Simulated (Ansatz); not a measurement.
Starting cell, TiAl (CuAu type, space group P4/mmm):

```
CELL_PARAMETERS angstrom
      2.82426     0.00000     0.00000
      0.00000     2.82426     0.00000
      0.00000     0.00000     4.07079
ATOMIC_POSITIONS crystal
  Al 0.50000 0.50000 0.50000
  Ti 0.00000 0.00000 0.00000
```

The atoms are displaced by Q × the pattern below (from a DFPT mode at Γ, largest move 1; Q in Å), at fixed cell. It is one choice among 2 degenerate patterns.

```
atom      x       y      z
----  -----  ------  -----
Al1   0.000  -1.000  0.000
Ti2   0.000   0.564  0.000
```

Method: PBE (plane waves to 420 eV, PAW, scalar-relativistic; Ansatz, a quantum-chemistry and plane-wave program). k mesh 16×16×12 (Γ-centred), Fermi-Dirac smearing 0.05 eV. The energy includes the smearing's −TS. With partly filled bands, energies and forces of such displacements shift with the k mesh and the smearing. TiAl is run without spin polarisation. TiAl was relaxed with its symmetry unable to fall. The zero of ΔE is the undisplaced structure.

The scan covers Q from -0.180 to 0.180 Å in 13 points.

Q: Is the energy the same for equal positive and negative displacements?

A: Even: the same for both signs.

Q: Which space group does the distorted structure have?

A: Pmm2 (No. 25), lowered from P4/mmm.

Q: What is the energy change at Q = 0.180 Å?

A: 170 meV/cell.

Q: What harmonic wavenumber does the curvature at Q = 0 give?

A: 263 cm⁻¹.

(A displaced cell: forces are minus the slopes of the energy, force constants its curvatures, and phonons follow from these.)
